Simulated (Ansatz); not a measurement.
Ru:
```yaml
crystal:
  lattice:
    - [2.69854, 0.00000, 0.00000]
    - [-1.34927, 2.33700, 0.00000]
    - [0.00000, 0.00000, 4.25732]
  atoms:
    - { symbol: Ru, position: [0.33333, 0.66667, 0.75000] }
    - { symbol: Ru, position: [0.66667, 0.33333, 0.25000] }
```

Relaxed with r²SCAN+D4. Special points in fractions of this cell's reciprocal vectors: Γ (0.000, 0.000, 0.000); M (0.500, 0.000, 0.000); K (0.333, 0.333, 0.000); A (0.000, 0.000, 0.500); L (0.500, 0.000, 0.500); H (0.333, 0.333, 0.500).

Task: List the band energies nearest the Fermi level at these points for r²SCAN+D4 in the plane-wave PAW code Ansatz.

Result: In eV from the Fermi level; about four levels below and three above (degenerate sets whole), none deeper than 8.9 eV; … stands for higher levels left out; points with the same levels are listed once.

| k | below | above |
|---|---|---|
| Γ | -2.05 -2.05 -1.53 -1.53 | 1.23 1.23 … |
| M | -3.25 -2.21 -1.92 -1.61 | 1.46 1.91 2.01 |
| K | -4.03 -3.04 -3.04 -1.15 | 1.06 1.06 1.52 |
| A | -2.96 -2.96 -2.96 -2.96 -2.86 -2.86 | … |
| L | -4.83 -4.83 -1.16 -1.16 | 0.45 0.45 1.74 1.74 |
| H | -2.91 -2.91 -1.29 -1.29 | 1.28 1.28 … |

Space group P6_3/mmc (hcp (Mg type)). The cell was relaxed with r²SCAN+D4 under the symmetry of its start. The run is not spin-polarised. The pairwise dispersion correction was not fitted to metals. Scalar-relativistic: spin–orbit coupling is off unless named, which matters more the heavier the elements.

Potentials: the later of the program's two PAW sets.
